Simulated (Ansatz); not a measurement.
**Calculated Fe-57 Mössbauer parameters for BN with Fe replacing B**

Cell: a supercell of BN (space group P6_3/mmc) built from an entry of the Crystallography Open Database (COD), with the ions relaxed around the defect (PBE).

```cif
data_FeB17N18
_symmetry_space_group_name_H-M 'P3m1'
_symmetry_Int_Tables_number 156
_cell_length_a 7.4947
_cell_length_b 7.4947
_cell_length_c 6.6357
_cell_angle_alpha 90.000
_cell_angle_beta 90.000
_cell_angle_gamma 120.000
loop_
_atom_site_label
_atom_site_type_symbol
_atom_site_symmetry_multiplicity
_atom_site_Wyckoff_symbol
_atom_site_fract_x
_atom_site_fract_y
_atom_site_fract_z
Fe Fe 1 a 0.0000 0.0000 0.4362
B2 B 6 e 0.0021 0.3352 0.2466
B6 B 1 b 0.3333 0.6667 0.2146
B8 B 1 c 0.6667 0.3333 0.2446
B10 B 3 d 0.1118 0.8882 0.7390
B12 B 3 d 0.1108 0.5554 0.7428
B14 B 3 d 0.4448 0.2224 0.7483
N19 N 1 a 0.0000 0.0000 0.7534
N20 N 6 e 0.9994 0.3338 0.7448
N24 N 1 b 0.3333 0.6667 0.7375
N26 N 1 c 0.6667 0.3333 0.7517
N28 N 3 d 0.1197 0.8803 0.2828
N30 N 3 d 0.1111 0.5555 0.2151
N32 N 3 d 0.4446 0.2223 0.2491
```

One atom of each set is listed.

All values are calculated (Ansatz; DFT, PBE, plane waves and PAW, scalar-relativistic, collinear spin, 420 eV cutoff, Γ-centred 3×3×3 k-points, Fermi–Dirac smearing 0.01 eV, cell charge -1), not measured. Start moments as typed (μB): 4 on each Fe, none on the rest.

Isomer shifts (against α-Fe) follow from the electron density at the nucleus, δ = α(ρ − ρ₀), with α = -0.366 mm s⁻¹ a₀³ and ρ₀ = 14904.00 a₀⁻³ from a line fitted to 10 measured compounds at this level of theory (rms miss 0.11 mm/s). ΔE_Q = ½eQV_zz(1 + η²/3)^½ with Q = 0.160 b for the 14.4 keV state. B_c is the Fermi-contact field along the atom's own moment; orbital and dipolar fields are not included.

Question: Where do the absorption lines lie when the magnetic splitting is averaged out (above the ordering temperature, with the gradients of this state)?

Answer: Fe (1 atom a cell): δ = 0.28, |ΔE_Q| = 0.54 mm/s, a doublet at 0.01 and 0.55 mm/s.

Question: And the six lines of Fe from the contact field alone, leaving the quadrupole term aside?

Answer: With |B_c| = 9.6 T and nuclear moments 0.090604 and -0.15532 μN the lines lie at -1.26, -0.61, 0.04, 0.52, 1.17, 1.82 mm/s, in the ratio 3:2:1:1:2:3 for a powder.

The defect repeats with the cell of 36 atoms, so it feels its images: sites between two images don't show the values beside a lone defect, and zeros or small values of η there can come from the images' arrangement. The centre was started off its lattice site, so that it could distort. A uniform background compensates the cell's charge. The defect cell has no gap above 0.1 eV on its mesh, so the values can hang on the smearing and the k-mesh. With these PAW files V_zz is typically within 2 to 3 % of all-electron values, but misses above 10 % occur on Fe. The cell keeps the host's lattice, where the PBE pressure is 6 GPa (in a charged cell this depends on the convention for the mean potential). The run lost the sense of its start on Fe, where the moments end reversed; a state with other moments may lie lower. Semilocal functionals underestimate the core's spin polarisation, so contact fields of ionic iron come out too small in magnitude. On Fe B_c is a small difference of large parts, and can be wrong severalfold and even in sign.
